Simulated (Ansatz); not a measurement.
Ansatz (a program for electronic structure) input:

Ansatz 0.2 input:
```yaml
crystal:
  lattice:
    - [-1.9995411855, 1.9995411855, 5.1020787634]
    - [1.9995411855, -1.9995411855, 5.1020787634]
    - [1.9995411855, 1.9995411855, -5.1020787634]
  atoms:
    - { symbol: Sn, position: [0.75, 0.25, 0.5] }
    - { symbol: Sn, position: [0.0, 0.0, 0.0] }
    - { symbol: O, position: [0.7963662282, 0.7963662282, 0.0] }
    - { symbol: O, position: [0.5463662282, 0.0463662282, 0.5] }
    - { symbol: O, position: [0.9536337718, 0.4536337718, 0.5] }
    - { symbol: O, position: [0.2036337718, 0.2036337718, 0.0] }
kpoints:
  mp_grid: { grid: [10, 10, 10] }
hamiltonian:
  xc: r2scan
  pseudopotentials: { kind: paw }
scf:
  occupations: { method: fixed }
checkpoint: { read: static.run }
output: { write_density: true, elf: true, volumetric_format: npy }
basis: { fft_grid_basis: typed }
```

Output (shortened):

```
Pseudopotential: Sn, paw, valence charge 14
Pseudopotential: O, paw, valence charge 6
Functional definition: r2SCAN
Crystal: 6 atoms, lattice volume = 81.596 Å³
Basis set: ecut = 500 eV, 2091 PW (Γ), exchange–correlation on 180×180×180 points (64 copies of the dense FFT grid, shifted against one another)
Bands: 32, of which v1, the nominal top of the filled ones, is band 26 counted from 1 (25 counted from 0)
Symmetry: 16 space group operations
Space group: I41/amd (ITA 141), of the structure as read, at distance tolerance 4.3e-5 Å
k-points: 102 of 1000
Stability of the state it starts from, as read at its close in the unpolarized treatment …
iter 1 solved again at ethr=6.77e-8 eV; its pass at ethr=3.10e-3 eV (dr2=3.52e-5 eV) is discarded
SCF iter   1: F=—  HF=-14351.913431 eV  |F-HF|=—  |Δ(HF+E_count)|=         —  Δρ=1.70e-6  dr2=1.96e-9  dr2_τ=1.69e-10  ethr=6.77e-8  ⟨swp⟩=3.4  Hψ=21355  notcnv=0  defer=408
preconditioner: auto → Resta (q_TF=auto, 2.531 Å⁻¹)
SCF iter   2: F=-14351.913431 eV  HF=-14351.913431 eV  |F-HF|=9.66e-10  |Δ(HF+E_count)|=   2.09e-8  Δρ=1.38e-6  dr2=1.16e-9  dr2_τ=2.81e-10  ethr=3.77e-12  ⟨swp⟩=10.8  Hψ=16495  notcnv=0
SCF 1 converged in 2 iterations: F = -14351.913431 eV  dr2 = 1.16e-9
SCF converged after 2 iterations
Free energy (F): -14351.913431 eV
Harris-Foulkes:  -14351.913431 eV  (|F-HF|=9.66e-10)
Internal energy: -14351.913431 eV  (E = F + TS)
E sigma→0 (E₀):  -14351.913431 eV
Fermi energy:    6.616454 eV
--- Per-component energies (eV) ---
  E_band       = -257.611984
  E_kinetic    = 1085.154617
  E_local      = -3557.934652  (includes V_loc(G=0)·N_el)
  E_nonlocal   = 131.539841
  E_hartree    = 1791.865178
  E_xc         = -1035.311729
  E_vxc        = -622.366924  (∫ρ·V_xc dr)
  E_paw        = -8986.159723  (= ΣΔE_a)
  E_vpaw       = -917.328033  (= ΣTr[D̂ρ^β])
  E_aug_tail   = 0.003978  (compensation charges beyond the density's cutoff)
  E_vtau       = 39.589711  (kinetic-family band-sum trace: ∫τ·v_τ [+ j·A + Jᵃ·Aᵃ] dr)
  E_ewald      = -3782.413816
  E_core_change = 1.342876  (= ΣΔE_core)
  E_smearing   =  0.000000  (= −TS)
  E_closure    = 0.000000  (closes the sum)
  Σ components = -14351.913431   (vs F -14351.913431, Δ=0.00e0)
  [band-id]    e_kinetic+e_local+e_nonlocal+2·e_hartree+e_vxc+e_vpaw+e_augmentation_tail+e_vtau = -257.611106   (vs E_band -257.611984, Δ=8.78e-4)
--- Band table (eV; the first three rows and the last of 102) ---
  k-point 0: bands = ["-14.4628", "-14.4277", "-14.2694", "-13.5963", "-13.4670", "-13.4670", "-13.3236", "-13.3104", "-13.3104", "-13.2816", "-12.6613", "-9.9054", "-9.1998", "-9.0204", "1.8436", "1.8955", "1.8955", "2.5229", "3.2285", "3.2285", "4.9879", …
  k-point 1: bands = ["-14.4395", "-14.3766", "-14.2213", "-13.6322", "-13.4698", "-13.4601", "-13.3276", "-13.3254", "-13.3155", "-13.2833", "-12.5227", "-9.9992", "-9.2335", "-9.1865", "0.7474", "2.1566", "2.2198", "2.7572", "3.0298", "3.8215", "5.1982", …
  k-point 2: bands = ["-14.3751", "-14.2310", "-14.0835", "-13.7257", "-13.4788", "-13.4406", "-13.3387", "-13.3297", "-13.3296", "-13.2904", "-12.1690", "-10.2518", "-9.6164", "-9.3497", "-0.1950", "1.7869", "2.0393", "2.8510", "4.0857", "4.7905", "4.8623", …
  k-point 101: bands = ["-14.6234", "-14.6234", "-13.7211", "-13.7211", "-13.5080", "-13.5080", "-13.3026", "-13.3026", "-13.2660", "-13.2660", "-11.7569", "-11.7569", "-8.6802", "-8.6802", "1.5030", "1.5030", "3.2041", "3.2041", "3.8479", "3.8479", "3.9377", …
```

Cost: about 21 core-seconds (a rough figure) on shared cores.

Space group I4_1/amd (anatase). The workflow started from a Materials Project entry (that database holds measured and hypothetical structures alike); the Crystallography Open Database copy checked does not list it. It is not the phase usual at ambient conditions (space group No. 136). The cell was relaxed with r²SCAN under the symmetry of its start; its stability against distortions is not shown here. Scalar-relativistic: spin–orbit coupling is off unless named, which matters more the heavier the elements.

Potentials: the later of the program's two PAW sets.

Ansatz is a plane-wave DFT program.
